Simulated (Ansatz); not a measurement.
Level of theory: DFT PBE, scalar-relativistic, plane waves, PAW (Ansatz 0.2.0). All cells share a 420 eV cutoff and Γ-centred k meshes spaced at most about 0.3 Å⁻¹ (about 0.25 or finer for metals, 2π included). No spin polarisation in the final relaxations.

These are static total energies at zero pressure.

Two relaxed structures of CdBr3:

A.

```
Cd Br
1.0
     0.00000    3.73396    3.73396
     3.73396    0.00000    3.73396
     3.73396    3.73396    0.00000
Cd Br
1 3
Cartesian
  0.0000 0.0000 0.0000
  3.7340 3.7340 3.7340
  1.8670 1.8670 1.8670
  5.6009 5.6009 5.6009
```

B.

```
Cd Br
1.0
     3.77828    0.00000    0.00000
    -1.88914    3.27209    0.00000
     0.00000    0.00000   11.61973
Cd Br
1 3
Direct
  0.00000 0.00000 0.00000
  0.66667 0.33333 0.50000
  0.33333 0.66667 0.84717
  0.33333 0.66667 0.15283
```

Question: Which would you expect to be lower, and how large is the difference?

Answer: B is lower, by 0.34 eV/atom. A has the BiF3 (D0_3) type, space group Fm-3m (No. 225), 26.0 Å³/atom and no gap on its mesh; B has space group P-6m2 (No. 187), 35.9 Å³/atom and no gap. Counting Br atoms around Cd (those within 1.25 times the shortest such distance or 1.15 times the sum of covalent radii, 1.27 where that leaves under three; a plus sign parts nearer from farther groups; the shortest distance is added where it exceeds 1.18 times the sum of covalent radii), A has Cd 8+6 from 3.2 Å and B has Cd 6. Both come from invented guesses. A third cell relaxed alike, in P-6m2, lies 81 meV/atom below the lower of the two.

Weakly bound directions are ill-defined at this level, which has no dispersion term (P-6m2), and this can change margins and order among such cells. In Fm-3m, P-6m2 an odd number of electrons in the primitive cell allows no gap without spin; a larger cell or a magnetic state could open one. A magnetic state wasn't ruled out in cells without spin, among them Fm-3m, P-6m2. Cells relaxed within their symmetry can be saddle points.
